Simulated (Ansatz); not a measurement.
# Ir (Fm-3m), clamped-ion strain scan

Theory: Ansatz, DFT PBEsol, scalar-relativistic, plane waves, PAW. Cutoff 420 eV, Γ-centred 22×22×22 k-points, Gaussian smearing of 0.15 eV. Spin–orbit coupling is left out, which can shift energies with elements as heavy as these. No spin polarisation. Energies are free energies at this smearing, counted from the undisturbed cell; pressure is positive in compression.

Zero of the scan (as given, not relaxed at this level; it stands at -2.6 GPa):

```yaml
crystal:
  lattice:
    - [0.00000, 1.91970, 1.91970]
    - [1.91970, 0.00000, 1.91970]
    - [1.91970, 1.91970, 0.00000]
  atoms:
    - { symbol: Ir, position: [0.00000, 0.00000, 0.00000] }
```

The cell is strained by ε times the Voigt pattern (0, 0, 1, 0, 0, 0) (xx, yy, zz, yz, xz, xy; engineering shear) with fractional coordinates fixed. The cell is metallic on the mesh throughout.

```
      ε  ΔE (meV/atom)
-0.1000          318.8
-0.0750          165.3
-0.0500           65.4
-0.0250           12.4
 0.0000            0.0
 0.0250           22.0
 0.0500           73.0
 0.0750          148.1
 0.0875          193.2
 0.1000          242.6
```

(1) Predict the stress summed along the pattern (GPa, tension positive) at each point.

Results:

(1)
```tsv
ε	stress summed along the pattern (GPa, tension positive)
-0.1000	-82.52
-0.0750	-56.92
-0.0500	-34.13
-0.0250	-14.32
0.0000	2.58
0.0250	16.92
0.0500	28.93
0.0750	38.75
0.0875	42.88
0.1000	46.52
```